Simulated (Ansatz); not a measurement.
**TiTe2 (CdI2 type): scan of one atom of the cell**

Starting cell, TiTe2 (CdI2 type):

```
TiTe2
1.0
    7.39497     0.00000     0.00000
   -1.84874     3.20212     0.00000
    0.00000     0.00000     6.38480
Ti Te
2 4
Direct
  0.00000   0.00000   0.00000
  0.50000   0.00000   0.00000
  0.16667   0.66667   0.27107
  0.66667   0.66667   0.27107
  0.33333   0.33333   0.72893
  0.83333   0.33333   0.72893
```

Scan: atom 3 (Te, nearest neighbour Ti at 2.748 Å; its periodic images, 3.7 Å or more away, move with it) is displaced along Cartesian x, direction (1.000, 0.000, 0.000) in Cartesian axes, by s. The other atoms stay.

These are PBE-D3(BJ) (plane waves to 420 eV, PAW, scalar-relativistic; Ansatz, a first-principles code) values and carry that method's errors. k mesh 6×12×6 (Γ-centred), Fermi-Dirac smearing 0.05 eV. The energy includes the smearing's −TS. Compression counts positive. With partly filled bands, energies and forces of such displacements shift with the k mesh and the smearing. F∥ is the force on the atom along that direction. F⊥ is the part of the force across the line. Spin-orbit coupling is left out, though Te is heavy. The PAW data are Ansatz's earlier set. TiTe2 is run without spin polarisation. TiTe2 was relaxed with its symmetry unable to fall. The zero of ΔE is the undisplaced structure.

| s (Å) | ΔE (eV/cell) | F∥ (eV/Å) | |F⊥| (eV/Å) | P (GPa) |
|---|---|---|---|---|
| -0.270 | 0.212 | 1.588 | 0.349 | 0.6 |
| -0.216 | 0.135 | 1.262 | 0.225 | 0.4 |
| -0.162 | 0.076 | 0.941 | 0.137 | 0.2 |
| -0.108 | 0.034 | 0.625 | 0.080 | 0.1 |
| -0.054 | 0.008 | 0.312 | 0.041 | 0.0 |
| 0.000 | 0.000 | 0.000 | 0.003 | 0.0 |
| 0.054 | 0.008 | -0.313 | 0.060 | 0.0 |
| 0.108 | 0.034 | -0.630 | 0.147 | 0.1 |
| 0.162 | 0.077 | -0.952 | 0.265 | 0.2 |
| 0.216 | 0.137 | -1.281 | 0.416 | 0.4 |
| 0.270 | 0.215 | -1.617 | 0.600 | 0.6 |

Key numbers:

- Energy at s = 0.270 Å: 215 meV/cell
- Force along the line at s = -0.270 Å: 1.59 eV/Å
- Shape of the curve: a single well with its minimum at or next to zero displacement
- Force constant k = d²E/ds² at s = 0 (finite differences): 5.79 eV/Å²
- Harmonic estimate at the end of the scan: ½ks² = 211 meV/cell against the computed 215 meV/cell, so the well is close to harmonic there

(A displaced cell: forces are minus the slopes of the energy, force constants its curvatures, and phonons follow from these.)
